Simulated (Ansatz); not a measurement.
Relaxation of a relaxed Hf cell, doubled along one cell vector, shaken by Gaussian noise of σ = 0.08 Å a coordinate; 4 atoms in the cell, which starts as P1 (No. 1), aP4; a = 2.718 Å, b = 5.138 Å, c = 8.899 Å, α = 90.00°, β = 90.00°, γ = 90.00°. Level of theory: r2SCAN (plane waves to 500 eV, PAW, scalar-relativistic; Ansatz, a quantum-chemistry and plane-wave program). Γ-centred k-mesh 4×7×12 on the run's cell (coarser than for final values), Fermi–Dirac smearing 0.05 eV. This is the first round of the run. 

The optimiser's lines from the output (shortened; P is positive under compression):

```
relax step   1: F+E_penalty+E_count = -62924.76064647 eV  Δ(F+E_penalty+E_count) = +0.000e0 eV  max|allowed force component| = 4.853e-1 eV/Å  Δτ_max = 0.0000 Å  P = -0.070 GPa  Ω = 124.287 Å³  (9 SCF iters, dr2 threshold 1.00e-7 eV, accepted)
relax step   2: F+E_penalty+E_count = -62924.80894746 eV  Δ(F+E_penalty+E_count) = -4.830e-2 eV  max|allowed force component| = 9.771e-1 eV/Å  Δτ_max = 0.1943 Å  P = +0.110 GPa  Ω = 122.046 Å³  (10 SCF iters, dr2 threshold 4.00e-7 eV, accepted)
relax step   3: F+E_penalty+E_count = -62925.11723976 eV  Δ(F+E_penalty+E_count) = -3.083e-1 eV  max|allowed force component| = 7.515e-1 eV/Å  Δτ_max = 0.1948 Å  P = -0.302 GPa  Ω = 120.615 Å³  (9 SCF iters, dr2 threshold 4.00e-7 eV, accepted)
relax step   4: F+E_penalty+E_count = -62925.59452209 eV  Δ(F+E_penalty+E_count) = -4.773e-1 eV  max|allowed force component| = 1.065e0 eV/Å  Δτ_max = 0.2000 Å  P = -0.731 GPa  Ω = 117.685 Å³  (9 SCF iters, dr2 threshold 4.00e-7 eV, accepted)
relax step   5: F+E_penalty+E_count = -62926.32456799 eV  Δ(F+E_penalty+E_count) = -7.300e-1 eV  max|allowed force component| = 1.329e0 eV/Å  Δτ_max = 0.1948 Å  P = -0.880 GPa  Ω = 113.798 Å³  (9 SCF iters, dr2 threshold 4.00e-7 eV, accepted)
relax step   6: F+E_penalty+E_count = -62927.17872554 eV  Δ(F+E_penalty+E_count) = -8.542e-1 eV  max|allowed force component| = 9.921e-1 eV/Å  Δτ_max = 0.1950 Å  P = -1.140 GPa  Ω = 109.691 Å³  (9 SCF iters, dr2 threshold 4.00e-7 eV, accepted)
relax step   7: F+E_penalty+E_count = -62928.10208652 eV  Δ(F+E_penalty+E_count) = -9.234e-1 eV  max|allowed force component| = 1.096e0 eV/Å  Δτ_max = 0.1950 Å  P = -1.690 GPa  Ω = 104.886 Å³  (10 SCF iters, dr2 threshold 4.00e-7 eV, accepted)
relax step   8: F+E_penalty+E_count = -62928.97577613 eV  Δ(F+E_penalty+E_count) = -8.737e-1 eV  max|allowed force component| = 9.656e-1 eV/Å  Δτ_max = 0.1903 Å  P = -1.287 GPa  Ω = 100.188 Å³  (12 SCF iters, dr2 threshold 4.00e-7 eV, accepted)
relax step   9: F+E_penalty+E_count = -62929.92015993 eV  Δ(F+E_penalty+E_count) = -9.444e-1 eV  max|allowed force component| = 9.924e-1 eV/Å  Δτ_max = 0.2000 Å  P = -0.365 GPa  Ω = 95.442 Å³  (10 SCF iters, dr2 threshold 4.00e-7 eV, accepted)
relax step  10: F+E_penalty+E_count = -62930.86319200 eV  Δ(F+E_penalty+E_count) = -9.430e-1 eV  max|allowed force component| = 9.590e-1 eV/Å  Δτ_max = 0.1919 Å  P = +1.462 GPa  Ω = 90.910 Å³  (10 SCF iters, dr2 threshold 4.00e-7 eV, accepted)
relax step  11: F+E_penalty+E_count = -62931.61579292 eV  Δ(F+E_penalty+E_count) = -7.526e-1 eV  max|allowed force component| = 4.673e-1 eV/Å  Δτ_max = 0.2000 Å  P = +1.678 GPa  Ω = 88.709 Å³  (10 SCF iters, dr2 threshold 4.00e-7 eV, accepted)
relax step  12: F+E_penalty+E_count = -62931.87817292 eV  Δ(F+E_penalty+E_count) = -2.624e-1 eV  max|allowed force component| = 1.234e-1 eV/Å  Δτ_max = 0.1436 Å  P = +0.954 GPa  Ω = 88.872 Å³  (9 SCF iters, dr2 threshold 4.00e-7 eV, accepted)
relax step  13: F+E_penalty+E_count = -62931.90599935 eV  Δ(F+E_penalty+E_count) = -2.783e-2 eV  max|allowed force component| = 4.849e-3 eV/Å  Δτ_max = 0.0317 Å  P = -2.585 GPa  Ω = 92.129 Å³  (9 SCF iters, dr2 threshold 4.00e-7 eV, accepted)
relax step  14: F+E_penalty+E_count = -62931.40811776 eV  Δ(F+E_penalty+E_count) = +4.979e-1 eV  max|allowed force component| = 1.212e0 eV/Å  Δτ_max = 0.1896 Å  P = +1.103 GPa  Ω = 89.614 Å³  (10 SCF iters, dr2 threshold 4.00e-7 eV, rejected (line search))
relax step  15: F+E_penalty+E_count = -62931.92894114 eV  Δ(F+E_penalty+E_count) = -2.294e-2 eV  max|allowed force component| = 1.154e-3 eV/Å  Δτ_max = 0.0013 Å  P = +0.361 GPa  Ω = 89.423 Å³  (16 SCF iters, accepted)
relax step  16: F+E_penalty+E_count = -62931.92927653 eV  Δ(F+E_penalty+E_count) = -3.354e-4 eV  max|allowed force component| = 1.173e-3 eV/Å  Δτ_max = 0.0001 Å  P = +0.001 GPa  Ω = 89.735 Å³  (4 SCF iters, dr2 threshold 4.00e-7 eV, accepted)
relax step  17: F+E_penalty+E_count = -62931.92792948 eV  Δ(F+E_penalty+E_count) = +1.347e-3 eV  max|allowed force component| = 1.168e-3 eV/Å  Δτ_max = 0.0000 Å  P = +0.008 GPa  Ω = 89.735 Å³  stress off target by 3.50e-2 GPa  SCF on the basis re-selected at this cell (its energy is not comparable with the rows above)  (9 SCF iters)
relax step  18: F+E_penalty+E_count = -62931.92793198 eV  Δ(F+E_penalty+E_count) = -2.500e-6 eV  max|allowed force component| = 2.314e-4 eV/Å  Δτ_max = 0.0003 Å  P = +0.001 GPa  Ω = 89.742 Å³  (6 SCF iters, dr2 threshold 3.06e-9 eV, accepted)
relax step  19: F+E_penalty+E_count = -62931.92793290 eV  Δ(F+E_penalty+E_count) = -9.239e-7 eV  max|allowed force component| = 2.295e-4 eV/Å  Δτ_max = 0.0000 Å  P = +0.001 GPa  Ω = 89.742 Å³  stress off target by 6.08e-3 GPa  SCF on the basis re-selected at this cell (its energy is not comparable with the rows above)  (4 SCF iters)
```

From the first to the last row the energy changes by -1.79 eV/atom and the volume by -27.8 %. The last row is marked as not comparable with the walk above it, whose basis was carried along; it does compare with step 1, since both stand on a basis selected at the nominal cutoff for their own cell.

Step 14 was rejected by the optimiser.

Later rounds, restarted from the end of this one on a renewed k-mesh, logged 9 more steps and released under 0.01 eV/atom more. The final structure after all rounds: Fm-3m (No. 225), cF4, fcc (Cu type); a = b = c = 4.477 Å, α = β = γ = 90.00°. Between re-selections the logged energies stand on a plane-wave basis carried along with the cell. No spin polarisation in the result.

The relaxed structure here is a generated cell of Hf: the first start was made by placing the elements on the sites of a structure type, and the end was not matched to a known phase here, so it may be hypothetical. Known forms of Hf include space group No. 194.
